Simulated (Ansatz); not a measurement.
ZrCoGe in space group Pnma (No. 62; Zr on 4c, Co on 4c, Ge on 4c), PBE in the plane-wave PAW code Ansatz, all energies at zero smearing, with the estimated change up to a 700 eV cutoff added, with one set of potentials and settings (totals compare only within such a set). Cell of 12 atoms (4 Zr, 4 Co, 4 Ge): -54428.451 eV.

```csv
element,reference phase,E (eV/atom)
Zr,"P6_3/mmc, 2 atoms in the cell",-4183.8362
Co,"P6_3/mmc, 2 atoms in the cell, spin-polarised",-5126.1559
Ge,"Fd-3m, 2 atoms in the cell",-4294.9847
```

Formation energy per atom, worked out: (-54428.451 − 4×(-4183.8362) − 4×(-5126.1559) − 4×(-4294.9847))/12 = -0.712 eV/atom (-69 kJ per mol of atoms), at 0 K, without zero-point energy or fitted corrections.

The first step of the workflow began from a Materials Project structure, measured or hypothetical; the Crystallography Open Database copy checked does not list it. Its standing as an ambient phase is unchecked. The PBE relaxation kept the symmetry of its start; its stability against distortions is not shown here. The workflow began spin-polarised and lost its moments. The references are the lowest solids computed at this level, not always the standard phases.

Potentials: the later of the program's two PAW sets.
